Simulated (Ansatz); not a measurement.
One crystal and one scan (energy over volume and axial ratio) at two levels, PBE (plane waves to 420 eV, PAW, scalar-relativistic; Ansatz, a program for electronic structure) and r2SCAN (plane waves to 500 eV, PAW, scalar-relativistic; Ansatz), each from its own relaxed cell and on its own mesh. The cell shown is that of PBE.

CuI (zinc blende)

```
CELL_PARAMETERS angstrom
      0.00000     3.03891     3.03891
      3.03891     0.00000     3.03891
      3.03891     3.03891     0.00000
ATOMIC_POSITIONS crystal
  I  0.75000 0.75000 0.75000
  Cu 0.00000 0.00000 0.00000
```

Grid over V/V₀ and (c/a)/(c/a)₀, subscript 0 meaning the relaxed cell; the conventional c axis lies along z; no internal relaxation.

Energies are smeared free energies. CuI is run without spin polarisation. CuI was relaxed with its symmetry unable to fall. Spin-orbit coupling is left out, though I is heavy. The PAW data are Ansatz's earlier set. Percentages come from the unrounded values. Both scans cover V/V₀ from 0.920 to 1.080 and (c/a)/(c/a)₀ from 0.960 to 1.040.

Results of PBE:

| Property | Value |
|---|---|
| Lattice constant a (Å) | 6.078 |
| Shear modulus C′ = (C11 − C12)/2 (fit, atoms clamped) (GPa) | 8.9 |

Problem. Estimate the r2SCAN values.

Solution. 
| quantity | r2SCAN | PBE − r2SCAN |
|---|---|---|
| Lattice constant a (Å) | 6.021 | +0.057 (+0.9 %) |
| Shear modulus C′ = (C11 − C12)/2 (fit, atoms clamped) (GPa) | 9.2 | -0.3 (-3 %) |

PBE gives the higher value for: lattice constant a. PBE gives the lower value for: shear modulus C′.

(Under strain, the slope of the energy per volume gives the stress and its curvature an elastic modulus.)
